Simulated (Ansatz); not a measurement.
## Perovskite alloy of CsPbBr3 and CsSnBr3 (7 of 8 Pb sites exchanged), 40 atoms

Ansatz, PAW, plane waves. PBEsol relaxation of volume and atoms (shape held) at the single k point (¼, ¼, ¼) without its symmetry partners; single points on the relaxed atoms at the single k point (¼, ¼, ¼) without its symmetry partners, onto which points of the small cell's zone fold. Arrangement: random. No spin–orbit coupling unless named.

Relaxed structure:

```cif
data_structure
_symmetry_space_group_name_H-M 'P 1'
_symmetry_Int_Tables_number 1
_cell_length_a 11.5222
_cell_length_b 11.5222
_cell_length_c 11.5222
_cell_angle_alpha 90.000
_cell_angle_beta 90.000
_cell_angle_gamma 90.000
_cell_volume 1529.70
loop_
_atom_site_label
_atom_site_type_symbol
_atom_site_fract_x
_atom_site_fract_y
_atom_site_fract_z
_atom_site_occupancy
Cs1 Cs 0.00034 0.99971 0.00320 1
Cs2 Cs 0.00097 0.00029 0.49696 1
Cs3 Cs 0.99769 0.49885 0.99906 1
Cs4 Cs 0.99754 0.50165 0.49842 1
Cs5 Cs 0.50053 0.00156 0.99829 1
Cs6 Cs 0.49904 0.00149 0.49679 1
Cs7 Cs 0.49679 0.49736 0.99676 1
Cs8 Cs 0.49890 0.50045 0.49798 1
Sn1 Sn 0.24981 0.25021 0.25058 1
Sn2 Sn 0.24960 0.24886 0.75056 1
Sn3 Sn 0.24951 0.74957 0.25062 1
Sn4 Sn 0.24934 0.74864 0.75073 1
Sn5 Sn 0.74991 0.25116 0.24982 1
Sn6 Sn 0.74998 0.24953 0.74988 1
Sn7 Sn 0.74942 0.75079 0.25008 1
Pb1 Pb 0.74950 0.74953 0.75022 1
Br1 Br 0.25026 0.25077 0.99919 1
Br2 Br 0.25072 0.24982 0.49900 1
Br3 Br 0.25028 0.74914 0.99900 1
Br4 Br 0.24900 0.74803 0.49871 1
Br5 Br 0.74933 0.25220 0.00033 1
Br6 Br 0.75008 0.25076 0.49990 1
Br7 Br 0.75019 0.74833 0.00274 1
Br8 Br 0.75172 0.75218 0.49650 1
Br9 Br 0.99934 0.25067 0.24903 1
Br10 Br 0.00021 0.25041 0.75083 1
Br11 Br 0.00011 0.75012 0.24982 1
Br12 Br 0.00265 0.74770 0.75048 1
Br13 Br 0.49930 0.25005 0.25019 1
Br14 Br 0.49996 0.24787 0.75167 1
Br15 Br 0.49998 0.75120 0.25156 1
Br16 Br 0.49660 0.74860 0.75023 1
Br17 Br 0.24832 0.99990 0.24984 1
Br18 Br 0.24923 0.99949 0.74922 1
Br19 Br 0.24992 0.49972 0.25017 1
Br20 Br 0.25052 0.49915 0.75027 1
Br21 Br 0.75069 0.00063 0.24861 1
Br22 Br 0.74993 0.00324 0.75068 1
Br23 Br 0.75000 0.50040 0.25082 1
Br24 Br 0.74952 0.49731 0.74869 1
```

(1) What are the mean bond lengths by pair (pairs within 1.2 times the sum of covalent radii, less contacts 15 % beyond the pair's median; cation–cation pairs of compounds aside; long ionic contacts are cut short by that bound)?

(2) What gap lies between the top filled and the lowest empty level in the single points?

Answers

(1) Br–Cs 4.074 ± 0.028 Å (standard deviation, 96 bonds); Br–Pb 2.916 ± 0.007 Å (standard deviation, 6 bonds); Br–Sn 2.876 ± 0.016 Å (standard deviation, 42 bonds).

(2) HSE06 3.01 eV (48 s on NVIDIA H100). Away from Γ this isn't the crystal's band gap.
